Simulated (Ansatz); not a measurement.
Problem. Name crystals whose computed values (plane-wave PAW LDA (Ansatz code)) fall in these windows: highest Γ mode, no LO–TO term (cm⁻¹) 420 to 520; gap (eV) 2.1 to 2.9; ε∞ 2.8 to 3.6.

Solution. 

```csv
crystal,"highest Γ mode, no LO–TO term (cm⁻¹)",gap (eV),ε∞
"RbH, rock salt",482,2.43,3.14
```
Others may fit too.

Standing as an ambient phase not checked: RbH, rock salt. The cell was relaxed under the symmetry of its start. Scalar-relativistic: spin–orbit coupling is off unless named, which matters more the heavier the elements.

Potentials: the later of the program's two PAW sets.
